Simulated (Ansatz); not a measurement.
Phonons of a relaxed structure of SrO by density-functional perturbation theory (low response-accuracy setting, no LO–TO term) at Γ and zone-boundary points with q components 0 or ½ of the primitive reciprocal vectors. These are r2SCAN (plane waves to 500 eV, PAW, scalar-relativistic; Ansatz, an electronic-structure program) values and carry that method's errors. Γ-centred k-mesh 10×10×10, Fermi–Dirac smearing 0.05 eV.

```yaml
crystal:
  lattice:
    - [0.00000, 2.57997, 2.57997]
    - [2.57997, 0.00000, 2.57997]
    - [2.57997, 2.57997, 0.00000]
  atoms:
    - { symbol: O, position: [0.00000, 0.00000, 0.00000] }
    - { symbol: Sr, position: [0.50000, 0.50000, 0.50000] }
```

Space group Fm-3m (No. 225), rock salt type.

```tsv
q	wavenumbers (cm⁻¹; i marks imaginary)
Γ	0 (×3), 214 (×3)
L (½, 0, 0)	107 (×2), 230, 276 (×2), 433
X (½, ½, 0)	125 (×2), 190, 242 (×2), 318
```

No instability shows at these points (nothing beyond 15i cm⁻¹, the threshold used here). Other wavevectors were not sampled, so this does not prove stability.

No spin polarisation in the result.
